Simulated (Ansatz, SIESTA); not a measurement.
This is a calculation of GeSb4Te7 for Ansatz 0.2.0. Atoms were shifted at random by some hundredths of an Å from the given cell, which wasn't relaxed again for these runs. The cell is a database's computed one, not the measured one.

File input.yaml:

```yaml
crystal:
  lattice:
    - [4.2893002584, 0.0, 0.0]
    - [-2.1446501292, 3.7146429882, 0.0]
    - [0.0, 0.0, 24.63777845]
  atoms:
    - { symbol: Te, position: [-0.000937, 0.002227, 0.279404] }
    - { symbol: Te, position: [0.002281, 0.001327, -0.002042] }
    - { symbol: Te, position: [0.326051, 0.666591, 0.565576] }
    - { symbol: Te, position: [0.672756, 0.33654, 0.430761] }
    - { symbol: Te, position: [0.005784, 0.011409, 0.719368] }
    - { symbol: Te, position: [0.680439, 0.33898, 0.150226] }
    - { symbol: Te, position: [0.329681, 0.655582, 0.848816] }
    - { symbol: Sb, position: [0.661842, 0.335399, 0.652068] }
    - { symbol: Sb, position: [0.344692, 0.669532, 0.081785] }
    - { symbol: Sb, position: [0.335474, 0.669377, 0.348484] }
    - { symbol: Sb, position: [0.65957, 0.337964, 0.917701] }
    - { symbol: Ge, position: [0.005668, -0.012047, 0.500187] }
hamiltonian:
  xc: pbesol
  pseudopotentials: { kind: paw }
kpoints:
  mp_grid: { grid: [7, 7, 2] }
scf:
  occupations: { method: fermi_dirac, width: 0.05 }
output:
  forces: true
  stress: true
  eigenvalues: true
```

Potentials or basis: Ansatz PAW.

Run with:

```bash
$ ansatz run input.yaml --threads 4 --pin off --max-ram 11264MiB --backend cpu --events-out ev --progress --plain --runs-dir out
```

Question: Translate it to SIESTA 5.4.2. Potentials or basis there: files PseudoDojo sr-pbesol-0.4.1-standard, DZP (energy shift 0.003 Ry; two zetas on semicore shells).

Answer: As run (cutoffs and basis follow the program's own potentials, and thresholds, step limits or extra output files can differ):

File GeSb4Te7.fdf:

```
SystemName                      GeSb4Te7
SystemLabel                     GeSb4Te7
NumberOfSpecies                 3
NumberOfAtoms                   12
%block ChemicalSpeciesLabel
  1  52 Te
  2  51 Sb
  3  32 Ge
%endblock ChemicalSpeciesLabel

LatticeConstant                 1.0 Ang
%block LatticeVectors
     4.2893002584     0.0000000000     0.0000000000
    -2.1446501292     3.7146429882     0.0000000000
     0.0000000000     0.0000000000    24.6377784500
%endblock LatticeVectors
AtomicCoordinatesFormat         Fractional
%block AtomicCoordinatesAndAtomicSpecies
    -0.0009370000     0.0022270000     0.2794040000  1  Te
     0.0022810000     0.0013270000    -0.0020420000  1  Te
     0.3260510000     0.6665910000     0.5655760000  1  Te
     0.6727560000     0.3365400000     0.4307610000  1  Te
     0.0057840000     0.0114090000     0.7193680000  1  Te
     0.6804390000     0.3389800000     0.1502260000  1  Te
     0.3296810000     0.6555820000     0.8488160000  1  Te
     0.6618420000     0.3353990000     0.6520680000  2  Sb
     0.3446920000     0.6695320000     0.0817850000  2  Sb
     0.3354740000     0.6693770000     0.3484840000  2  Sb
     0.6595700000     0.3379640000     0.9177010000  2  Sb
     0.0056680000    -0.0120470000     0.5001870000  3  Ge
%endblock AtomicCoordinatesAndAtomicSpecies

%block kgrid.MonkhorstPack
    7   0   0  0.0
    0   7   0  0.0
    0   0   2  0.0
%endblock kgrid.MonkhorstPack
XC.Functional                   GGA
XC.Authors                      PBEsol
PAO.BasisSize                   DZP
PAO.EnergyShift                 0.003 Ry
Mesh.Cutoff                     800 Ry
OccupationFunction              FD
ElectronicTemperature           0.05 eV
MaxSCFIterations                120
SCF.MustConverge                false
SCF.Mixer.Method                Pulay
SCF.Mixer.Weight                0.25
SCF.Mixer.History               8
SCF.DM.Tolerance                5.0e-05
SCF.H.Tolerance                 1.0e-03 eV
WriteForces                     true
Charge.Mulliken                 end
%block PAO.Basis
  Te 4
  n=5 0 2
    5.613 0.000
  n=5 1 2
    7.253 0.000
  n=4 2 2
    3.260 0.000
  n=5 2 1
    7.253
  Sb 4
  n=5 0 2
    5.972 0.000
  n=5 1 2
    7.842 0.000
  n=4 2 2
    3.490 0.000
  n=5 2 1
    7.842
  Ge 4
  n=4 0 2
    5.960 0.000
  n=4 1 2
    8.130 0.000
  n=3 2 2
    3.189 0.000
  n=4 2 1
    8.130
%endblock PAO.Basis
```

Potentials or basis: PseudoDojo 0.4 standard (PBEsol files), converted to PSML, two zetas on semicore shells, DZP (energy shift 0.003 Ry; two zetas on semicore shells).

Command:

```sh
$ siesta < GeSb4Te7.fdf > GeSb4Te7.out 2>&1
```

Both were run:

|  | Ansatz | SIESTA |
| --- | --- | --- |
| Pressure | -1.7 GPa | -0.6 GPa |
| Energy over the undisturbed cell | 4.9 meV/atom | 6.9 meV/atom |

Ansatz's pressure holds a Pulay term of +0.03 GPa for its cutoff of 420 eV, which the other run lacks.

Ansatz's potentials were made for PBE.

Where Ansatz's input types no cutoff or centring, it takes its own default and a Γ-centred mesh.

Pressure is positive in compression.
